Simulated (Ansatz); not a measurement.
YGe₂:
```
YGe2
1.0
    3.95338     0.00000     0.00000
    0.00000     3.95338     0.00000
    0.00000     0.00000     4.45802
Ge Y
2 1
Direct
  0.50000   0.00000   0.00000
  0.00000   0.50000   0.00000
  0.00000   0.00000   0.50000
```

Relaxed with r²SCAN. Special points in fractions of this cell's reciprocal vectors: Γ (0.000, 0.000, 0.000); X (0.000, 0.500, 0.000); M (0.500, 0.500, 0.000); Z (0.000, 0.000, 0.500); R (0.000, 0.500, 0.500); A (0.500, 0.500, 0.500).

### Question
List the band energies nearest the Fermi level at these points for plane-wave PAW r²SCAN (Ansatz code).

### Answer
In eV from the Fermi level; about four levels below and three above (degenerate sets whole), none deeper than 8.9 eV; points with the same levels are listed once.

| k | below | above |
|---|---|---|
| Γ | -1.73 -1.73 -1.69 -0.49 | 2.60 2.60 3.24 |
| X | -1.94 -0.68 | 0.32 0.43 0.70 |
| M | -5.59 -4.62 -1.46 -1.46 | 2.81 4.42 5.41 |
| Z | -3.67 -2.58 -2.58 -1.10 | 2.35 4.29 4.74 |
| R | -8.70 -2.78 -1.77 -0.94 | 1.32 2.06 2.37 |
| A | -4.32 -4.02 -0.71 -0.71 | 0.13 2.82 4.85 |

Space group P4/mmm. The cell is a constructed one: a structure type filled with these elements; neither database checked (COD, Materials Project) lists it. Whether it is the stable phase at ambient conditions was not checked. Symmetry was held in the r²SCAN relaxation; whether a distortion lowers the energy is not shown. No spin polarisation was allowed. Spin–orbit coupling is left out wherever it is not named.

Potentials: the later of the program's two PAW sets.
